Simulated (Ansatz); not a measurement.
**KLuS₂: eigenvalues along the path**

```
CELL_PARAMETERS angstrom
1.99425 1.15138 7.29033
-1.99425 1.15138 7.29033
0.00000 -2.30276 7.29033
ATOMIC_POSITIONS crystal
K 0.00000 0.00000 0.00000
Lu 0.50000 0.50000 0.50000
S 0.23369 0.23369 0.23369
S 0.76631 0.76631 0.76631
```

Atoms are numbered in the order listed.

The cell comes from COD entry 2105802, which wasn't checked; take it as a given geometry. The listed cell was then made from it by scaling, straining or moving an atom.

No spin–orbit coupling, which matters for the heavy atoms here.

These are results of Ansatz 0.2.0, DFT, LDA, all-electron LAPW, scalar-relativistic, not measurements.

Numerical set-up: a Γ-centred 7×7×7 k mesh, Fermi–Dirac smearing of 0.01 eV, basis error target 1 meV/atom, no spin polarisation.

Path points, in fractions of the reciprocal vectors: Γ (0.000, 0.000, 0.000), T (0.500, 0.500, 0.500), H2 (0.817, 0.183, 0.500), H0 (0.500, -0.183, 0.183), L (0.500, 0.000, 0.000), S0 (0.342, -0.342, 0.000), S2 (0.658, 0.000, 0.342), F (0.500, 0.000, 0.500). Levels in eV from the valence-band top; bands 19 to 42, counted from the lowest band of the run. The gap is 2.14 eV, indirect from Γ to F (0.5, 0, 0.5).

```
# k(1/Å) point b19 b20 b21 b22 b23 b24 b25 b26 b27 b28 b29 b30 b31 b32 b33 b34 b35 b36 b37 b38 b39 b40 b41 b42
0.000 Γ -12.65 -12.34 -12.34 -11.65 -10.45 -3.92 -3.92 -3.91 -3.90 -3.88 -3.88 -3.85 -3.32 -1.69 -1.69 -0.29 0.00 0.00 3.26 3.53 3.53 3.54 5.34 5.57
0.086 - -12.66 -12.34 -12.34 -11.62 -10.47 -3.93 -3.93 -3.91 -3.90 -3.88 -3.88 -3.85 -3.28 -1.69 -1.69 -0.37 -0.01 -0.01 3.35 3.53 3.53 3.57 5.30 5.61
0.172 - -12.69 -12.34 -12.34 -11.54 -10.54 -3.93 -3.93 -3.92 -3.90 -3.88 -3.88 -3.85 -3.18 -1.68 -1.68 -0.60 -0.04 -0.04 3.46 3.55 3.55 3.76 5.20 5.75
0.259 - -12.72 -12.34 -12.34 -11.42 -10.64 -3.93 -3.93 -3.92 -3.90 -3.88 -3.88 -3.85 -3.03 -1.66 -1.66 -0.87 -0.08 -0.08 3.48 3.57 3.57 4.13 5.12 5.94
0.345 - -12.75 -12.34 -12.34 -11.30 -10.74 -3.93 -3.93 -3.93 -3.90 -3.88 -3.88 -3.85 -2.89 -1.65 -1.65 -1.10 -0.11 -0.11 3.48 3.59 3.59 4.47 5.13 6.12
0.431 T -12.76 -12.34 -12.34 -11.24 -10.79 -3.93 -3.93 -3.93 -3.90 -3.88 -3.88 -3.85 -2.83 -1.64 -1.64 -1.20 -0.12 -0.12 3.48 3.60 3.60 4.60 5.21 5.93
0.630 - -12.72 -12.39 -12.35 -11.20 -10.77 -3.93 -3.92 -3.92 -3.89 -3.88 -3.88 -3.85 -2.77 -2.03 -1.61 -0.82 -0.54 -0.26 3.42 3.53 4.05 4.70 5.21 5.88
0.830 - -12.62 -12.51 -12.38 -11.08 -10.73 -3.93 -3.91 -3.90 -3.89 -3.89 -3.88 -3.87 -2.68 -2.40 -1.58 -1.23 -0.66 -0.53 3.27 3.47 4.65 4.82 5.78 6.05
1.030 - -12.61 -12.51 -12.42 -10.91 -10.70 -3.92 -3.90 -3.90 -3.90 -3.88 -3.88 -3.87 -2.79 -2.55 -1.61 -1.57 -1.12 -0.62 3.36 3.37 5.19 5.25 5.88 6.46
1.229 - -12.66 -12.51 -12.41 -10.76 -10.68 -3.92 -3.90 -3.90 -3.89 -3.88 -3.87 -3.87 -2.95 -2.54 -1.93 -1.45 -1.41 -0.95 3.39 3.78 5.19 5.90 6.25 6.50
1.429 H2 -12.62 -12.58 -12.39 -10.69 -10.68 -3.92 -3.90 -3.90 -3.89 -3.87 -3.87 -3.87 -2.86 -2.50 -2.29 -1.41 -1.33 -1.30 3.60 4.36 4.73 6.07 6.31 6.52
1.489 - -12.62 -12.59 -12.39 -10.69 -10.68 -3.92 -3.90 -3.90 -3.89 -3.87 -3.87 -3.87 -2.86 -2.50 -2.30 -1.40 -1.34 -1.31 3.62 4.42 4.68 6.06 6.24 6.53
1.549 - -12.62 -12.59 -12.39 -10.69 -10.67 -3.92 -3.90 -3.90 -3.89 -3.87 -3.87 -3.87 -2.86 -2.49 -2.31 -1.40 -1.35 -1.31 3.63 4.50 4.60 6.07 6.17 6.54
1.610 - -12.62 -12.59 -12.39 -10.69 -10.67 -3.92 -3.90 -3.90 -3.89 -3.87 -3.87 -3.87 -2.86 -2.49 -2.31 -1.40 -1.35 -1.31 3.63 4.50 4.60 6.07 6.17 6.54
1.670 - -12.62 -12.59 -12.39 -10.69 -10.68 -3.92 -3.90 -3.90 -3.89 -3.87 -3.87 -3.87 -2.86 -2.50 -2.30 -1.40 -1.34 -1.31 3.62 4.42 4.68 6.06 6.24 6.53
1.730 H0 -12.62 -12.58 -12.39 -10.69 -10.68 -3.92 -3.90 -3.90 -3.89 -3.87 -3.87 -3.87 -2.86 -2.50 -2.29 -1.41 -1.33 -1.30 3.60 4.36 4.73 6.07 6.31 6.52
1.846 - -12.63 -12.58 -12.39 -10.69 -10.68 -3.92 -3.90 -3.89 -3.89 -3.87 -3.87 -3.87 -2.88 -2.49 -2.25 -1.45 -1.32 -1.31 3.74 4.44 4.67 5.88 5.95 6.60
1.961 - -12.68 -12.52 -12.40 -10.70 -10.69 -3.92 -3.91 -3.89 -3.89 -3.87 -3.87 -3.86 -3.06 -2.46 -1.95 -1.54 -1.33 -1.22 3.58 4.45 4.90 5.47 5.92 6.63
2.077 - -12.71 -12.46 -12.41 -10.72 -10.70 -3.91 -3.91 -3.89 -3.89 -3.87 -3.87 -3.86 -3.23 -2.43 -1.62 -1.55 -1.28 -1.19 3.16 4.69 4.93 5.23 6.09 6.58
2.192 - -12.74 -12.42 -12.41 -10.74 -10.71 -3.92 -3.91 -3.89 -3.89 -3.87 -3.87 -3.86 -3.35 -2.41 -1.51 -1.50 -1.21 -1.06 2.76 4.72 4.91 5.35 6.33 6.54
2.308 L -12.74 -12.41 -12.41 -10.75 -10.71 -3.92 -3.91 -3.89 -3.88 -3.87 -3.87 -3.86 -3.40 -2.40 -1.51 -1.47 -1.24 -0.92 2.59 4.63 5.00 5.46 6.44 6.54
2.492 - -12.71 -12.44 -12.40 -10.84 -10.68 -3.92 -3.90 -3.90 -3.89 -3.88 -3.87 -3.87 -3.20 -2.40 -1.71 -1.47 -0.98 -0.88 2.64 4.72 5.02 5.25 5.72 6.57
2.676 - -12.63 -12.50 -12.39 -11.06 -10.63 -3.92 -3.91 -3.91 -3.89 -3.88 -3.88 -3.87 -2.84 -2.31 -1.90 -1.50 -0.72 -0.59 2.82 4.60 4.80 4.89 5.57 6.08
2.860 - -12.58 -12.50 -12.37 -11.32 -10.55 -3.93 -3.91 -3.90 -3.89 -3.89 -3.88 -3.86 -2.92 -2.10 -1.58 -1.40 -0.44 -0.32 3.10 4.00 4.26 4.65 5.27 5.79
3.044 - -12.63 -12.39 -12.35 -11.56 -10.48 -3.93 -3.92 -3.91 -3.89 -3.88 -3.88 -3.85 -3.20 -1.83 -1.66 -0.51 -0.26 -0.14 3.38 3.57 3.75 3.91 5.08 5.61
3.228 Γ -12.65 -12.34 -12.34 -11.65 -10.45 -3.92 -3.92 -3.91 -3.90 -3.88 -3.88 -3.85 -3.32 -1.69 -1.69 -0.29 0.00 0.00 3.26 3.53 3.53 3.54 5.34 5.57
3.444 - -12.62 -12.41 -12.35 -11.52 -10.49 -3.93 -3.92 -3.91 -3.89 -3.89 -3.88 -3.85 -3.16 -1.87 -1.65 -0.65 -0.26 -0.21 3.52 3.57 3.63 4.14 5.06 5.63
3.659 - -12.55 -12.54 -12.38 -11.22 -10.59 -3.93 -3.91 -3.90 -3.90 -3.89 -3.88 -3.87 -2.79 -2.15 -1.74 -1.49 -0.71 -0.39 3.64 3.65 4.31 5.06 5.25 5.61
3.874 - -12.64 -12.49 -12.42 -10.89 -10.68 -3.92 -3.90 -3.90 -3.90 -3.88 -3.88 -3.87 -2.84 -2.28 -1.89 -1.66 -1.22 -0.72 3.71 3.93 4.99 5.34 5.50 5.86
4.089 - -12.66 -12.53 -12.40 -10.72 -10.69 -3.92 -3.90 -3.90 -3.89 -3.88 -3.87 -3.87 -3.02 -2.30 -2.09 -1.51 -1.47 -1.09 3.77 4.28 4.84 5.73 5.79 6.39
4.305 S0 -12.62 -12.59 -12.39 -10.69 -10.67 -3.92 -3.90 -3.90 -3.89 -3.87 -3.87 -3.87 -2.86 -2.49 -2.31 -1.39 -1.35 -1.31 3.63 4.53 4.57 6.08 6.16 6.54
4.363 - -12.61 -12.60 -12.39 -10.69 -10.68 -3.92 -3.90 -3.90 -3.89 -3.87 -3.87 -3.87 -2.85 -2.50 -2.31 -1.39 -1.35 -1.32 3.65 4.50 4.60 6.06 6.16 6.55
4.421 - -12.61 -12.60 -12.39 -10.68 -10.68 -3.92 -3.90 -3.90 -3.89 -3.87 -3.87 -3.87 -2.85 -2.50 -2.31 -1.39 -1.35 -1.32 3.66 4.47 4.62 6.04 6.17 6.54
4.479 - -12.61 -12.60 -12.39 -10.68 -10.68 -3.92 -3.90 -3.90 -3.89 -3.87 -3.87 -3.87 -2.85 -2.50 -2.31 -1.39 -1.35 -1.32 3.66 4.47 4.62 6.04 6.17 6.54
4.537 - -12.61 -12.60 -12.39 -10.69 -10.68 -3.92 -3.90 -3.90 -3.89 -3.87 -3.87 -3.87 -2.85 -2.50 -2.31 -1.39 -1.35 -1.32 3.65 4.50 4.60 6.06 6.16 6.55
4.596 S2 -12.62 -12.59 -12.39 -10.69 -10.67 -3.92 -3.90 -3.90 -3.89 -3.87 -3.87 -3.87 -2.86 -2.49 -2.31 -1.39 -1.35 -1.31 3.63 4.53 4.57 6.08 6.16 6.54
4.695 - -12.65 -12.55 -12.39 -10.74 -10.64 -3.92 -3.90 -3.89 -3.89 -3.87 -3.87 -3.87 -3.05 -2.31 -2.23 -1.47 -1.35 -1.19 3.34 4.56 4.67 6.12 6.27 6.52
4.795 - -12.69 -12.50 -12.40 -10.80 -10.60 -3.91 -3.91 -3.89 -3.89 -3.87 -3.87 -3.86 -3.27 -2.30 -1.87 -1.52 -1.35 -1.06 2.95 4.67 4.76 6.04 6.07 6.55
4.895 - -12.71 -12.45 -12.41 -10.86 -10.57 -3.91 -3.91 -3.89 -3.89 -3.87 -3.87 -3.86 -3.45 -2.28 -1.63 -1.54 -1.22 -0.95 2.57 4.71 4.87 5.86 5.91 6.43
4.995 - -12.73 -12.42 -12.41 -10.90 -10.55 -3.92 -3.91 -3.89 -3.89 -3.87 -3.87 -3.86 -3.57 -2.27 -1.59 -1.54 -0.96 -0.89 2.26 4.65 5.03 5.63 5.83 6.41
5.094 F -12.73 -12.41 -12.41 -10.92 -10.54 -3.92 -3.90 -3.89 -3.88 -3.87 -3.87 -3.86 -3.61 -2.26 -1.58 -1.54 -0.86 -0.83 2.14 4.61 5.19 5.41 5.84 6.42
```
